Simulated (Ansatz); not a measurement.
SrPd2:
```xyz
6
Lattice="0.0000 3.9282 3.9282 3.9282 0.0000 3.9282 3.9282 3.9282 0.0000" Properties=species:S:1:pos:R:3 pbc="T T T"
Sr     3.9282     3.9282     3.9282
Sr     5.8924     5.8924     5.8924
Pd     0.9821     0.9821     0.9821
Pd     0.9821     2.9462     2.9462
Pd     2.9462     2.9462     0.9821
Pd     2.9462     0.9821     2.9462
```

Relaxed with r²SCAN. Special points in fractions of this cell's reciprocal vectors: Γ (0.000, 0.000, 0.000); X (0.500, 0.000, 0.500); U (0.625, 0.250, 0.625); K (0.375, 0.375, 0.750); L (0.500, 0.500, 0.500); W (0.500, 0.250, 0.750).

Task: List the band energies nearest the Fermi level at these points for the program Ansatz at the r²SCAN level (PAW).

Result: In eV from the Fermi level; about four levels below and three above (degenerate sets whole), none deeper than 8.9 eV; points with the same levels are listed once.

```json
[
 {"k": "Γ", "below": "-1.61 -1.61 -1.61 -1.61 -1.61 -0.09 -0.09 -0.09", "above": "0.56 0.56 1.12 1.12 1.12"},
 {"k": "X", "below": "-1.52 -1.52 -1.52 -1.52", "above": "0.93 0.93 2.32 2.32"},
 {"k": "U", "below": "-1.72 -1.64 -1.43 -1.10", "above": "0.07 1.38 2.13"},
 {"k": "L", "below": "-1.67 -1.67 -1.42 -1.42 -0.09", "above": "1.70 2.06 2.06"},
 {"k": "W", "below": "-1.81 -1.81 -1.09 -1.09", "above": "0.42 0.42 2.81 2.81"}
]
```

Space group Fd-3m (cubic Laves (MgCu2 type)). The workflow started from an entry of the Crystallography Open Database (COD). Its standing as an ambient phase is unchecked. The r²SCAN relaxation kept the symmetry of its start; whether a distortion lowers the energy is not shown. The run is not spin-polarised. Scalar-relativistic: spin–orbit coupling is off unless named, which matters more the heavier the elements.

Potentials: the later of the program's two PAW sets.
